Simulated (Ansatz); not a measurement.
## Gd (P63/mmc): the volume from the results

```yaml
crystal:
  lattice:
    - [3.63600, 0.00000, 0.00000]
    - [-1.81800, 3.14887, 0.00000]
    - [0.00000, 0.00000, 5.78260]
  atoms:
    - { symbol: Gd, position: [0.33333, 0.66667, 0.25000] }
    - { symbol: Gd, position: [0.66667, 0.33333, 0.75000] }
```

The reference geometry is a structure as deposited in COD; nothing is relaxed.

Settings: r²SCAN, 9×9×5 k mesh, Fermi–Dirac smearing of 0.05 eV. PAW means Ansatz 0.2.0 on its default frozen-core files. Site moments are integrated in spheres about the atoms. Start moments (μB): Gd1 7, Gd2 7.

The cell is scaled evenly, and every run starts from the same moments. Some of the runs:

```json
{"V/V₀": "0.8", "cell moment (μB)": "15.79", "largest site moment (μB)": "7.53", "F − F(V₀) (meV/atom)": "254"}
{"V/V₀": "0.95", "cell moment (μB)": "15.87", "largest site moment (μB)": "7.57", "F − F(V₀) (meV/atom)": "20"}
{"V/V₀": "1.05", "cell moment (μB)": "15.89", "largest site moment (μB)": "7.59", "F − F(V₀) (meV/atom)": "1"}
```

Q: Another run of the series gave cell moment (μB) = 15.68, largest site moment (μB) = 7.48, F − F(V₀) (meV/atom) = 529. At which V/V₀ was it made?
A. 0.9
B. 1.1
C. 0.85
D. 1.18
E. 0.72

A: E. V/V₀ = 0.72.

Q: Another run of the series gave cell moment (μB) = 15.93, largest site moment (μB) = 7.61, F − F(V₀) (meV/atom) = 76. At which V/V₀ was it made?
A. 1.1
B. 0.9
C. 0.85
D. 0.72
E. 1.18

A: E. V/V₀ = 1.18.

The whole series:

```csv
V/V₀,cell moment (μB),largest site moment (μB),F − F(V₀) (meV/atom)
0.72,15.68,7.48,529
0.8,15.79,7.53,254
0.85,15.83,7.55,141
0.9,15.84,7.56,66
0.95,15.87,7.57,20
1,15.88,7.58,0
1.05,15.89,7.59,1
1.1,15.91,7.60,19
1.18,15.93,7.61,76
```

The PAW files were made with PBE; the program remakes their cores once for the run's functional and then keeps them frozen. Without U a semilocal functional puts the f levels too near the Fermi level, which can change moments and the order of magnetic states; site and cell moments are spin moments. Under strong compression frozen cores are worth checking against an all-electron run. Spin–orbit coupling is left out although heavy atoms are present. In at least one run the program's final test of stability wasn't made or came to no verdict. With open f shells a run can end in a state that isn't the lowest. These are results for the start and cell typed. The real compound can order otherwise, in a larger cell, or not at all, since semilocal functionals at zero temperature often overstate magnetism.
